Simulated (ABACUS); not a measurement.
ABACUS run on TePb2S (R-3m, 4 atoms in the cell; from Materials Project mp-1217283, changed as shown): self-consistent single point.

Method: LDA (PW92), PseudoDojo 0.4 standard norm-conserving LDA (tails mended) pseudopotentials (plane waves; ABACUS 3.10.1).

The change in words: volume scaled by 1.01. Reference geometry (R-3m):
```xyz
4
Lattice="2.2191 1.2812 7.2505 -2.2191 1.2812 7.2505 0.0000 -2.5624 7.2505" Properties=species:S:1:pos:R:3 pbc="T T T"
Te     0.0000     0.0000    10.8757
Pb     0.0000     0.0000    16.1333
Pb     0.0000     0.0000     5.6180
S      0.0000     0.0000     0.0000
```

Reference input (self-consistent single point, DFT, LDA (PW92), plane waves, PseudoDojo 0.4 standard norm-conserving LDA (tails mended) pseudopotentials): KPT = Gamma 4 4 4 0 0 0; basis_type = pw; dft_functional = PWLDA; ecutwfc = 82.3 Ry; smearing_method = gaussian; smearing_sigma = 0.00146997 Ry; potentials = PseudoDojo 0.4 standard norm-conserving LDA (tails mended); symmetry = 1; symmetry_prec = 1e-05; ks_solver = cg; scf_nmax = 100; scf_thr = 1.0e-09 Ry. This run's input differs from it in these lines:

```diff
@@ -28,5 +28,5 @@
 LATTICE_VECTORS
-   4.1934647870    2.4210982136   13.7013685597
-  -4.1934647870    2.4210982136   13.7013685597
-   0.0000000000   -4.8421983169   13.7013685597
+   4.2073958480    2.4291408880   13.7468845032
+  -4.2073958480    2.4291408880   13.7468845032
+   0.0000000000   -4.8582836657   13.7468845032
```

Log, with long lists cut:

```
 SELF-CONSISTENT
 -------------------------------------------

                                 init_chg = atomic

 PW ALGORITHM --------------- ION=   1  ELEC=   1--------------------------------

 Notice: Threshold on eigenvalues was too large.

 Density error is 0.185216491754
                          Error Threshold = 0.000409708230229
 E_KohnSham     -512.3179238870      -6970.4429523940
 E_Fermi        0.6062642315         8.2486480417

 PW ALGORITHM --------------- ION=   1  ELEC=   2--------------------------------

 Density error is 0.157619182924
                          Error Threshold = 0.000370432983508
   [... lines left out ...]

 Density error is 1.05472431895e-08
                          Error Threshold = 2.96551021969e-10
 E_KohnSham     -512.3957617840      -6971.5019913126
 E_Fermi        0.5926501512         8.0634189774

 PW ALGORITHM --------------- ION=   1  ELEC=  10--------------------------------

 Density error is 6.08997091477e-10
                          Error Threshold = 2.1094486379e-11
 E_KohnSham     -512.3957617875      -6971.5019913601
 E_KS(sigma->0) -512.3957617875      -6971.5019913601
 E_entropy(-TS) -0.0000000000        -0.0000000000
 E_Fermi        0.5926515087         8.0634374466
 charge density convergence is achieved
 final etot is -6971.5019914 eV
 EFERMI = 8.0634374466 eV

 STATE ENERGY(eV) AND OCCUPATIONS    NSPIN == 1
   [... 32 lines left out ...]

 TOTAL-FORCE (eV/Angstrom)
                       Te1         0.0000000000         0.0000000000         0.0000000000
                       Pb1         0.0000000000         0.0000000000         0.0310836357
                       Pb2         0.0000000000         0.0000000000        -0.0310836357
                        S1         0.0000000000         0.0000000000         0.0000000000

 TOTAL-STRESS (KBAR)
       -41.8249164927        -0.0000000000        -0.0000000000
        -0.0000000000       -41.8249029776        -0.0000019165
        -0.0000000000        -0.0000019165       -42.6728164448
 TOTAL-PRESSURE: -42.107545 KBAR

 --------------------------------------------
 !FINAL_ETOT_IS -6971.5019913601063308 eV
 --------------------------------------------
```

The run converged in 10 iterations. Against the reference run the free energy goes up by 7.8 meV/atom, the pressure goes from -3.84 to -4.21 GPa, the largest force moves little (0.028 to 0.031 eV/Å) and the gap on the mesh goes from 0.535 to 0.559 eV.

Spin-orbit coupling is left out, which matters for bands and gaps with elements this heavy. The structure comes from a collection of computed structures, made at another level of theory; the collection holds predicted forms beside known ones. Its lattice was then scaled.

Cost on one core: roughly 14 core-minutes.

“Tails mended”: in these copies of the files the far tail of each local potential was reset to the Coulomb form.
